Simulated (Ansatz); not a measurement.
## InSb (F-43m): from strained cells to moduli

```
In Sb
1.0
     0.00000    3.22507    3.22507
     3.22507    0.00000    3.22507
     3.22507    3.22507    0.00000
In Sb
1 1
Direct
  0.00000 0.00000 0.00000
  0.75000 0.75000 0.75000
```

Computed, not measured; unless marked otherwise by LDA, all-electron LAPW in Ansatz 0.2.0, scalar-relativistic. k mesh 12×12×12, Fermi-Dirac smearing of 0.050 eV, basis error target 1 meV/atom. The cell was relaxed by PAW under this functional.

The cell is cubic and carries a residual pressure of 0.01 GPa at this level. Each strain component that symmetry leaves independent is applied at ±0.005, the ions relax wherever a strain frees them, and the stress (tension positive, GPa) is read. Shears are engineering strains, γ = 2ε.

```csv
strain,size,σxx,σyy,σzz,σyz,σxz,σxy
xx,-0.005,-0.3399,-0.1940,-0.1940,0.0000,0.0000,0.0000
xx,+0.005,0.3220,0.1733,0.1733,0.0000,0.0000,0.0000
yz,-0.005,-0.0067,-0.0071,-0.0071,-0.1467,0.0000,0.0000
yz,+0.005,-0.0067,-0.0071,-0.0071,0.1467,0.0000,0.0000
```

A central difference gives one constant, for example C11 ≈ (0.3220 − (-0.3399))/(0.01) = 66.2 GPa; the program then imposes the crystal's symmetry on the whole matrix.

(1) What are the independent elastic constants?

(2) Do they meet the Born conditions?

(3) What moduli does a random aggregate of grains have?

(4) With the density of 5.856 g/cm³, how fast does sound travel, and what Debye temperature follows?

(5) How far do the constants move if PAW replaces LAPW in the same cell?

(6) What happens at 2 GPa (cell relaxed there)?

Results:

(1) C11 = 66.2, C12 = 36.7, C44 = 29.3 GPa.

(2) C11 − C12 = 29.5, C11 + 2C12 = 139.6 and C44 = 29.3 GPa must all be positive, so the crystal is elastically stable; that says nothing yet of its phonons.

(3) B = (C11 + 2C12)/3 = 46.5 GPa. G_V = (C11 − C12 + 3C44)/5 = 23.5 and G_R = 5(C11 − C12)C44/(4C44 + 3(C11 − C12)) = 21.0, so G_H = 22.3 GPa. Then E = 9BG/(3B + G) = 57.6 GPa, ν = (3B − 2G)/(6B + 2G) = 0.294 and B/G = 2.09, on the ductile side of Pugh's 1.75 (a rule of thumb).

(4) 

```tsv
direction	slow (m/s)	middle (m/s)	fast (m/s)
[100]	2239	2239	3362
[110]	1586	2239	3715
[111]	1830	1830	3825
```

The mean of v⁻³ over directions and branches gives v_m = 2158 m/s and θ_D = (ħ/k_B) v_m (6π²n)^(1/3) = 199 K, n being atoms per volume. Young's modulus spans 40 to 73 GPa over directions, and the universal anisotropy index is 0.59.

(5) 

```tsv
constant	LAPW (GPa)	PAW (GPa)	difference
C11	66.2	66.1	-0.1
C12	36.7	36.7	0.0
C44	29.3	29.3	0.0
```

(6) The volume falls to 0.9616 of its value, and C11 = 75.2, C12 = 46.4, C44 = 29.8 GPa (slopes of the stress), in this structure whether or not another phase takes over.

Known limits: the gap is so small that the run used smearing, and responses move with mesh and smearing; the frozen-core PAW files of the compared runs were fitted under PBE, their cores solved anew for this functional.
